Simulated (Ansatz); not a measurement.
Question: Name crystals whose computed values (the program Ansatz at the PBE level (PAW)) fall in these windows: electron conductivity mass (mₑ) 0.047 to 0.060; HSE06 gap (eV) 1.3 to 1.6; highest Γ mode, no LO–TO term (cm⁻¹) 170 to 210.

Answer: 

```
crystal                             electron conductivity mass (mₑ)  HSE06 gap (eV)  highest Γ mode, no LO–TO term (cm⁻¹)
----------------------------------  -------------------------------  --------------  ------------------------------------
CdSe, P6_3mc (Pearson symbol hP12)                            0.053            1.44                                   188
```
Others may fit too.

Built on a structure type that need not be the filed one of that space group: CdSe, P6_3mc (Pearson symbol hP12). Not the usual ambient phase: CdSe, P6_3mc (Pearson symbol hP12). The cell was relaxed under the symmetry of its start. Spin–orbit coupling is left out wherever it is not named.

Potentials: the later of the program's two PAW sets.
